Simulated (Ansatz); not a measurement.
Level of theory: Ansatz 0.2.0, DFT PBE, scalar-relativistic, plane waves, PAW. All cells share a 420 eV cutoff and Γ-centred k meshes spaced at most about 0.3 Å⁻¹ (about 0.25 or finer for metals, 2π included). Collinear spin in cells that started with moments and kept them past the coarse steps, no spin elsewhere.

Each of these unrelaxed guesses is relaxed in cell and atoms within its symmetry. A guess keeps its type if space group and coordination stay and the shape of the cell changes little (axis ratios within about 15 %, angles within 6°); the volume may change.

1. Ni2Pt (collinear spin from parallel moments)

```
CELL_PARAMETERS angstrom
2.60814 0.00000 0.00000
-1.30407 2.25872 0.00000
0.00000 0.00000 12.28882
ATOMIC_POSITIONS crystal
Ni 0.33333 0.66667 0.08333
Ni 0.33333 0.66667 0.41667
Ni 0.66667 0.33333 0.91667
Ni 0.66667 0.33333 0.58333
Pt 0.33333 0.66667 0.75000
Pt 0.66667 0.33333 0.25000
```

2. Al3SiPd2

```
CELL_PARAMETERS angstrom
3.37786 0.00000 0.00000
0.00000 3.37786 0.00000
0.00000 0.00000 7.18278
ATOMIC_POSITIONS crystal
Al 0.50000 0.00000 0.99985
Al 0.00000 0.50000 0.99985
Al 0.50000 0.50000 0.37714
Si 0.00000 0.00000 0.62175
Pd 0.50000 0.50000 0.73655
Pd 0.00000 0.00000 0.26487
```

3. Be2ZnSe3

```
CELL_PARAMETERS angstrom
3.73962 0.00000 0.00000
0.00000 3.73962 0.00000
0.00000 0.00000 8.23873
ATOMIC_POSITIONS crystal
Be 0.00000 0.50000 0.73150
Be 0.50000 0.00000 0.26850
Zn 0.00000 0.00000 0.00000
Se 0.00000 0.50000 0.38350
Se 0.50000 0.00000 0.61650
Se 0.50000 0.50000 0.00000
```

Problem. Which guesses survive the relaxation?

Solution. Guesses 1 and 2 keep their type.

```csv
guess,kept,start group,end group,V start (Å³/atom),V end,"b/a and c/a, end over start",nearest neighbours start,nearest neighbours end
1,yes,P6_3/mmc,P6_3/mmc,12.1,12.9,"1.00, 1.00","Ni 12, Pt 12","Ni 12, Pt 12"
2,yes,P4mm,P4mm,13.7,15.9,"1.00, 0.88","Al 5/8, Pd 9, Si 5","Al 5/8, Pd 9, Si 5"
3,no,P-4m2,P-4m2,19.2,24.0,"1.00, 1.56","Be 9, Se 5/8, Zn 8","Be 5, Se 4/5, Zn 4"
```

Neighbours count within 15 % of an atom's shortest distance; end groups are read at 0.02 Å (0.05 Å in metals).

Weakly bound directions are ill-defined at this level, which has no dispersion term (Be2ZnSe3 P-4m2). These runs have no spin–orbit coupling, which can matter for Pt. The magnetic state reached may not be the lowest. Cells relaxed within their symmetry can be saddle points.

In counts of neighbours, a slash parts the counts of unlike sites.
